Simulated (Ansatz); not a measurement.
4 guesses for CsLa4 and where they end

Computed with DFT PBE, scalar-relativistic, plane waves, PAW (Ansatz 0.2.0). Settings: cutoff 420 eV, Γ-centred meshes spaced at most about 0.3 Å⁻¹, and about 0.25 Å⁻¹ or finer for metals (2π included), Gaussian smearing. No spin polarisation in the final relaxations.

Each guess was relaxed in cell and atoms at zero pressure, within the symmetry of its start. All energies are static (0 K, no zero-point motion). Coordination counts all near atoms (those within 1.25 times the shortest distance at each site; a plus sign parts nearer from farther groups; a slash parts the counts of unlike sites).

```tsv
guess	made from	start group	V start (Å³/atom)	end group	V end (Å³/atom)	coordination at the end	gap on mesh (eV)	E over the lowest end (meV/atom)
1	random cell	Im-3m	37.8	Im-3m	42.3	Cs 8, La 2+6	0	494
2	random cell	P6/mmm	40.4	?	?	?	?	?
3	OsCl4 type	Cmmm	31.9	Cmmm	41.6	Cs 6+2, La 7/9	0	0
4	Co4N type	Pm-3m	34.5	Pm-3m	42.9	Cs 6, La 2/12+8	0	276
```

Guess 2 as it starts:

```cif
data_structure
_symmetry_space_group_name_H-M 'P6/mmm'
_symmetry_Int_Tables_number 191
_cell_length_a 5.7656
_cell_length_b 5.7656
_cell_length_c 7.0185
_cell_angle_alpha 90.000
_cell_angle_beta 90.000
_cell_angle_gamma 120.000
_cell_volume 202.06
loop_
_atom_site_label
_atom_site_type_symbol
_atom_site_symmetry_multiplicity
_atom_site_Wyckoff_symbol
_atom_site_fract_x
_atom_site_fract_y
_atom_site_fract_z
_atom_site_occupancy
Cs1 Cs 1 b 0.00000 0.00000 0.50000 1
La1 La 3 f 0.50000 0.00000 0.00000 1
La2 La 1 a 0.00000 0.00000 0.00000 1
```

Question: Fill in the missing row: what does this guess relax into, and where does it rank?

Answer: It ends in space group P6/mmm (No. 191), with a = 6.818 Å, c = 7.656 Å, 61.6 Å³/atom and no gap. It lies 191 meV/atom over the lowest end, above guess 3 and below guess 4. Counting all near atoms, this end has Cs 2, La 6/6+2 and the lowest (guess 3) has Cs 6+2, La 7/9.

```yaml
crystal:
  lattice:
    - [6.81789, 0.00000, 0.00000]
    - [-3.40895, 5.90447, 0.00000]
    - [0.00000, 0.00000, 7.65551]
  atoms:
    - { symbol: Cs, position: [0.00000, 0.00000, 0.50000] }
    - { symbol: La, position: [0.50000, 0.00000, 0.00000] }
    - { symbol: La, position: [0.00000, 0.50000, 0.00000] }
    - { symbol: La, position: [0.50000, 0.50000, 0.00000] }
    - { symbol: La, position: [0.00000, 0.00000, 0.00000] }
```

Energies over the elements count from the elements' standard structures at the same level, with no fitted energy shifts.

Question: Is the lowest end bound against the elements?

Answer: No: its formation energy is +0.54 eV/atom. A positive value: parting into the elements would lower its energy.

A magnetic state wasn't ruled out in cells without spin, among them P6/mmm, Pm-3m, Im-3m. Cells relaxed within their symmetry can be saddle points. A lower structure may well exist outside this small set. Some types were kept out of the candidates beforehand, so the set may lack a known form.
